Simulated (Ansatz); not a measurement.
Al4CoNi3: stable or not

The cell was found from a structure generator's guess, not taken from experiment.

These are results of DFT PBE, scalar-relativistic, plane waves, PAW (Ansatz 0.2.0), not measurements. Cutoff 420 eV, Γ-centred 8×8×14 mesh (8-atom cell), Gaussian smearing of 0.10 eV, collinear spin.

```cif
data_structure
_symmetry_space_group_name_H-M 'P 1'
_symmetry_Int_Tables_number 1
_cell_length_a 5.7562
_cell_length_b 5.7562
_cell_length_c 2.9014
_cell_angle_alpha 90.000
_cell_angle_beta 90.000
_cell_angle_gamma 90.000
_cell_volume 96.13
loop_
_atom_site_label
_atom_site_type_symbol
_atom_site_fract_x
_atom_site_fract_y
_atom_site_fract_z
_atom_site_occupancy
Al1 Al 0.24838 0.24838 0.50000 1
Al2 Al 0.24838 0.75162 0.50000 1
Al3 Al 0.75162 0.24838 0.50000 1
Al4 Al 0.75162 0.75162 0.50000 1
Co1 Co 0.00000 0.00000 0.00000 1
Ni1 Ni 0.00000 0.50000 0.00000 1
Ni2 Ni 0.50000 0.00000 0.00000 1
Ni3 Ni 0.50000 0.50000 0.00000 1
```

The zero of energy is the elements' standard structures at the same level; no fitted shifts are applied.

Problem. These tests were run: energy against the elements; phonons at Γ. What do they show?

Solution.

| test | result |
| --- | --- |
| energy against the elements | −0.63 eV/atom |
| phonons at Γ | lowest optical mode 140 cm⁻¹ |

It fails none of these tests. Other phases of the system weren't compared here, so this isn't yet thermodynamic stability. Phonons away from Γ weren't computed.

The magnetic state reached may not be the lowest. The run for the phonons used an 8×8×16 k mesh and Gaussian smearing of 0.20 eV. The cell carries site moments Co -0.7 μB.
